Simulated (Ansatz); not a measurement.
Relaxed-ion elastic tensor of GaAs (rock salt, space group No. 225) in GPa (Voigt order), r²SCAN in the plane-wave PAW code Ansatz; density 6.35 g/cm³, 18.92 Å³ per atom.

```
      1     2     3     4     5     6
-  ----  ----  ----  ----  ----  ----
1   157  45.0  45.0   0.0   0.0   0.0
2  45.0   157  45.0   0.0   0.0   0.0
3  45.0  45.0   157   0.0   0.0   0.0
4   0.0   0.0   0.0  20.2   0.0   0.0
5   0.0   0.0   0.0   0.0  20.2   0.0
6   0.0   0.0   0.0   0.0   0.0  20.2
```

Q: Is the crystal mechanically stable?

A: Yes: the smallest eigenvalue of C is 20.2 GPa.

Q: Work out the Voigt, Reuss and Hill averages.

A: K_V = 82.2, K_R = 82.2, K_H = 82.2; G_V = 34.4, G_R = 27.1, G_H = 30.8 GPa.

Q: Give Young's modulus, Poisson's ratio, Pugh's ratio and the universal anisotropy index.

A: E = 9KG/(3K + G) = 82.1 GPa; ν = 0.33; K/G = 2.67 (ductile by the Pugh limit of 1.75); A_U = 5G_V/G_R + K_V/K_R − 6 = 1.35.

Q: Estimate the sound speeds and the Debye temperature.

A: v_l = √((K + 4G/3)/ρ) = 4410 m/s, v_t = √(G/ρ) = 2200 m/s, mean 2470 m/s; Θ = (h/k)(3n/4πV)^(1/3) v_m = 276 K.

Q: Give the Zener ratio and Young's modulus along [100], [110] and [111].

A: A = 2C44/(C11 − C12) = 0.36; 1/E = S11 − 2(S11 − S12 − S44/2)Γ with Γ = 0, 1/4, 1/3 gives 137, 65.7, 56.0 GPa.

Space group Fm-3m (rock salt). The start of the workflow was typed in or built on a structure type; neither database checked (COD, Materials Project) lists it. It is not the phase usual at ambient conditions (space group No. 216). The r²SCAN relaxation kept the symmetry of its start; whether a distortion lowers the energy is not shown. As this level gives no gap, shear constants depend on the k-mesh and smearing (Fermi–Dirac, 0.1 eV here).

Potentials: the later of the program's two PAW sets.
